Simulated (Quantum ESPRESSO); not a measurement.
```
KTaO3
1.0
    3.99488     0.00000     0.00000
    0.00000     3.99488     0.00000
    0.00000     0.00000     3.99488
O K Ta
3 1 1
Cartesian
  0.00000   1.99744   0.00000
  1.99744   0.00000   0.00000
  0.00000   0.00000   1.99744
  1.99744   1.99744   1.99744
  0.00000   0.00000   0.00000
```

The geometry is that of Materials Project entry mp-3614, symmetrised and not relaxed again.

What does LDA (pw.x of Quantum ESPRESSO, ONCV potentials, scalar-relativistic) give for the electronic structure near the Fermi level?

The LDA gap is indirect, 2.08 eV, from R to Γ; the smallest direct gap is 2.72 eV. Without spin-orbit coupling, band edges of such heavy elements can be off by tenths of an eV. The cell is held in this high symmetry; tilts and polar distortions were not searched.
